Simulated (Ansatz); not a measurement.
## Slab of fcc Rh (100), 4 layers

The slab is cut from the fcc crystal, the stable phase, as relaxed on PAW files (13.24 Å³/atom), with 16 Å of vacuum and a dipole correction:

```yaml
crystal:
  lattice:
    - [2.65528, 0.00000, 0.00000]
    - [0.00000, 2.65528, 0.00000]
    - [0.00000, 0.00000, 21.63270]
  atoms:
    - { symbol: Rh, position: [0.25000, 0.25000, 0.36981] }
    - { symbol: Rh, position: [0.75000, 0.75000, 0.45660] }
    - { symbol: Rh, position: [0.25000, 0.25000, 0.54340] }
    - { symbol: Rh, position: [0.75000, 0.75000, 0.63019] }
```

Level of theory: DFT with LDA, scalar-relativistic, in Ansatz 0.2.0; a Γ-centred 15×15×1 k mesh, Fermi–Dirac smearing of 0.1 eV, no spin polarisation. LAPW: all electrons, basis error target 1 meV/atom; PAW: frozen-core files, cutoff 420 eV.

The bulk energy comes from a cell in the slab's orientation on a 15×15×11 mesh. The surface energy is (E(slab) − N·E(bulk))/2A at zero smearing, the mean of both faces; thin slabs carry quantum-size effects.

The PAW files were made under PBE. The cell is 1×1, so reconstructions are forbidden, and in slabs of four or five layers the relaxations can be far larger than at a real surface.

**Question.** As cut, the LAPW slab lies 2.789 eV above 4 atoms of bulk. What surface energy is that?

**Answer.** Over two faces of 7.05 Å² it is 197.8 meV/Å², and times 16.02 J/m² per eV/Å² that gives γ = 3.169 J/m².

**Question.** What do relaxation and the other method give, and what work function comes out?

**Answer.** 

```
method  γ as cut (J/m²)  γ relaxed (J/m²)  Φ as cut (eV)  Φ relaxed (eV)
  LAPW            3.169             3.117           5.48            5.51
   PAW            3.166             3.115           5.48            5.50
```

**Question.** How do the spacings between the planes relax?

**Answer.** From the bottom face up: d12 -4.0 % of 1.878 Å, d23 +1.1 % of 1.878 Å, d34 -4.0 % of 1.878 Å.

**Question.** What changes if relativity is switched off, at the same positions?

**Answer.** LAPW then gives: no gap, work function 5.34 eV.

**Question.** What changes if the vacuum is set to 22 Å?

**Answer.** LAPW then gives: no gap, work function 5.51 eV; PAW: no gap, work function 5.50 eV.

**Question.** A 3d core hole is made on one atom of each kind in every 1×1 cell (PAW hole dataset, neutral cell, valence without spin). What does it cost by layer?

**Answer.** layer 1 306.32 eV, layer 2 307.06 eV. Shifts between layers mean more than the absolute values, and a whole layer of holes screens otherwise than one hole.
